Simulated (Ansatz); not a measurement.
Computed with Ansatz, DFT PBE, scalar-relativistic, plane waves, PAW. All cells share a 420 eV cutoff and Γ-centred k meshes spaced at most about 0.3 Å⁻¹ (about 0.25 or finer for metals, 2π included). No spin polarisation in the final relaxations.

These are static total energies at zero pressure.

Two relaxed structures of Sb3S2:

A.

```
CELL_PARAMETERS angstrom
5.20314 0.00000 0.00000
0.00000 5.20314 0.00000
0.00000 0.00000 5.20314
ATOMIC_POSITIONS crystal
Sb 0.50000 0.00000 0.00000
Sb 0.00000 0.50000 0.00000
Sb 0.00000 0.00000 0.50000
S 0.50000 0.50000 0.50000
S 0.00000 0.00000 0.00000
```

B.

```
CELL_PARAMETERS angstrom
5.77476 0.00000 0.00000
0.00000 5.77476 0.00000
0.00000 0.00000 4.75830
ATOMIC_POSITIONS crystal
Sb 0.50000 0.00000 0.50000
Sb 0.00000 0.50000 0.50000
Sb 0.00000 0.00000 0.50000
S 0.50000 0.50000 0.21233
S 0.50000 0.50000 0.78767
```

Question: Which would you expect to be lower, and how large is the difference?

Answer: B is lower, by 0.38 eV/atom. A has space group Pm-3m (No. 221), 28.2 Å³/atom and no gap on its mesh; B has space group P4/mmm (No. 123), 31.7 Å³/atom and no gap. Counting S atoms around Sb (those within 1.25 times the shortest such distance or 1.15 times the sum of covalent radii, 1.27 where that leaves under three; the shortest distance is added where it exceeds 1.18 times the sum of covalent radii; a slash parts the counts of unlike sites), A has Sb 2 and B has Sb 4 from 3.2 Å/8+8 from 4.3 Å. B holds Sb–Sb nets (shortest 2.89 Å) and S–S pairs (shortest 2.02 Å); in A the shortest Sb–Sb distance is 3.68 Å and the shortest S–S distance is 4.51 Å. The lower one is the more open, so pressure narrows the difference. Even the lower one lies +0.41 eV/atom against the reference forms of the elements (uncorrected), so neither is stable at this level. In A, Sb is surrounded by 2 S at 2.60 Å, 4 S at 3.68 Å and 8 Sb at 3.68 Å; S on its first site is surrounded by 12 Sb at 3.68 Å (long against covalent radii, as for large ions); around S on its second site lie 6 Sb at 2.60 Å. In B, around Sb on a site of symmetry mmm lie 2 Sb at 2.89 Å and 4 S at 3.20 Å; Sb on a site of symmetry 4/mmm has 4 Sb at 2.89 Å; S is surrounded by 1 S at 2.02 Å, 1 S at 2.74 Å and 4 Sb at 3.20 Å. Both come from invented guesses. A third cell relaxed alike, in R-3m, lies 0.31 eV/atom below the lower of the two.

Spin–orbit coupling, which can matter for Sb, is left out. In Pm-3m, P4/mmm an odd number of electrons in the primitive cell allows no gap without spin; a larger cell or a magnetic state could open one. S stands nearly free of neighbours here, and without spin polarisation the energy of such atoms comes out too high. A magnetic state wasn't ruled out in cells without spin, among them Pm-3m. Cells relaxed within their symmetry can be saddle points.
